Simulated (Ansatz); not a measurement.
S: clamped-ion strain scan

Level of theory: DFT LDA, scalar-relativistic, plane waves, PAW (Ansatz). Settings: plane waves to 420 eV, k-mesh 20×20×20 (Γ-centred), Gaussian smearing 0.15 eV. No spin polarisation. Energies are free energies at this smearing, counted from the undisturbed cell; pressure is positive in compression.

The undisturbed cell (as given, not relaxed at this level; it stands at -6.5 GPa; this fcc form isn't the usual structure):

```xyz
1
Lattice="0.0000 1.9944 1.9944 1.9944 0.0000 1.9944 1.9944 1.9944 0.0000" Properties=species:S:1:pos:R:3 pbc="T T T"
S     0.0000    0.0000    0.0000
```

The cell is strained by ε times the Voigt pattern (0, 1, 0, 0, 0, 0) (xx, yy, zz, yz, xz, xy; engineering shear) with fractional coordinates fixed. The cell is metallic on the mesh throughout.

```csv
ε,ΔE (meV/atom)
-0.0200,-12.6
-0.0100,-6.4
0.0000,0.0
0.0150,9.9
```

Q: Predict the pressure (GPa) at each point.

A:
| ε | pressure (GPa) |
| --- | --- |
| -0.0200 | -5.0 |
| -0.0100 | -5.8 |
| 0.0000 | -6.5 |
| 0.0150 | -7.6 |